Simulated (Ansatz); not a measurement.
The relaxed structure here is a generated cell of Cu: the first start was made by placing the elements on the sites of a structure type, and the end was not matched to a known phase here, so it may be hypothetical. Known forms of Cu include space group No. 225.

One starting cell of Cu (a generated trial cell of Cu in the AFLOW prototype A_oF8_70_a) was relaxed twice with Ansatz (plane waves, PAW, scalar-relativistic): with r2SCAN at 500 eV and with PBE at 420 eV. The r2SCAN result:

```
CELL_PARAMETERS angstrom
      0.00000     2.22389     4.23138
      1.23243     0.00000     4.23138
      1.23243     2.22389     0.00000
ATOMIC_POSITIONS crystal
  Cu 0.25000 0.25000 0.25000
  Cu 0.00000 0.00000 0.00000
```

```
quantity                          r2SCAN   PBE
--------------------------------  ------  ----
space group                         Fddd  Fddd
volume (Å³/atom)                   11.60     ?
a (Å)                              2.465     ?
b (Å)                              4.448     ?
c (Å)                              8.463     ?
gap (eV, no spin-orbit coupling)    0.00     ?
```

**Question.** Fill in the PBE column.

**Answer.** 
- volume (Å³/atom), PBE: 12.10
- a (Å), PBE: 2.502
- b (Å), PBE: 4.499
- c (Å), PBE: 8.599
- gap (eV, no spin-orbit coupling), PBE: 0.00

Both levels end in the same structure; PBE's volume is 4.3 % larger. Neither column is exact.

No spin polarisation in the result.

The run could not lose the symmetry of its start, so the end can be a saddle point.

All atoms sit on sites fixed by symmetry, so only the cell could relax.

Ansatz is a first-principles code.
